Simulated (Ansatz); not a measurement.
InSb (zinc blende)

```
InSb
1.0
    0.00000     3.31730     3.31730
    3.31730     0.00000     3.31730
    3.31730     3.31730     0.00000
Sb In
1 1
Direct
  0.75000   0.75000   0.75000
  0.00000   0.00000   0.00000
```

All values below come from PBE (plane waves to 420 eV, PAW, scalar-relativistic; Ansatz, a quantum-chemistry and plane-wave program). DFPT wavenumbers on a 12×12×12 k mesh, in cm⁻¹ and rounded to 5; i marks imaginary ones, q is in fractions of the reciprocal vectors of the cell shown, and the three acoustic modes at Γ are left out. At this level the bands of InSb touch or barely overlap; measurements give the solid a gap. InSb was relaxed with its symmetry unable to fall. Spin-orbit coupling is left out, though Sb is heavy.

**Question.** Does any mode at Γ, L = (0.5, 0.0, 0.0), X = (0.5, 0.5, 0.0) come out imaginary?

**Answer.** No imaginary mode at these points (lowest 35 cm⁻¹ at L = (0.5, 0.0, 0.0)); other wave vectors were not tested.

**Question.** List the wavenumbers at Γ, L = (0.5, 0.0, 0.0), X = (0.5, 0.5, 0.0), with degeneracies.

**Answer.** 
```json
[
 {"q": "Γ", "wavenumbers (cm⁻¹)": "165 (×3)"},
 {"q": "L = (0.5, 0.0, 0.0)", "wavenumbers (cm⁻¹)": "35 (×2), 120, 145, 160 (×2)"},
 {"q": "X = (0.5, 0.5, 0.0)", "wavenumbers (cm⁻¹)": "40 (×2), 135, 140, 160 (×2)"}
]
```
